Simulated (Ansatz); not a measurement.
## Strain response of VPt₂

Theory: DFT r2SCAN, scalar-relativistic, plane waves, PAW (Ansatz 0.2.0). (500 eV cutoff, 14×10×4 k-mesh, Gaussian smearing of 0.10 eV, no spin polarisation)

Reference structure (relaxed):

```
CELL_PARAMETERS angstrom
2.72045 0.00000 0.00000
0.00000 3.79590 0.00000
0.00000 0.00000 8.36775
ATOMIC_POSITIONS crystal
V 0.00000 0.00000 0.00000
V 0.50000 0.50000 0.50000
Pt 0.50000 0.50000 0.83955
Pt 0.00000 0.00000 0.66045
Pt 0.00000 0.00000 0.33955
Pt 0.50000 0.50000 0.16045
```

Deformation: all cell vectors scaled alike, the atoms relaxed, all within the symmetry that the strain leaves. Energies are extrapolated to zero smearing. Stress is positive in compression, on the Cartesian axes of the cell above.

Spin–orbit coupling is left out, which can shift energies with elements as heavy as these.

```
strain (%)  ΔE (meV/atom) a (Å) b (Å) c (Å)  σxx (GPa)  σyy (GPa)  σzz (GPa)
      -6.0          500.0  2.557  3.568  7.866      80.34      79.58      76.22
      -4.0          204.5  2.612  3.644  8.033      45.45      45.17      43.09
      -2.0           47.0  2.666  3.720  8.200      19.28      19.26      18.31
      +0.0            0.0  2.720  3.796  8.368      -0.10      -0.02       0.07
      +2.0           40.4  2.775  3.872  8.535     -14.17     -14.10     -13.08
      +4.0          149.1  2.829  3.948  8.702     -24.14     -24.16     -22.19
      +6.0          310.0  2.884  4.024  8.870     -30.87     -31.12     -28.12
```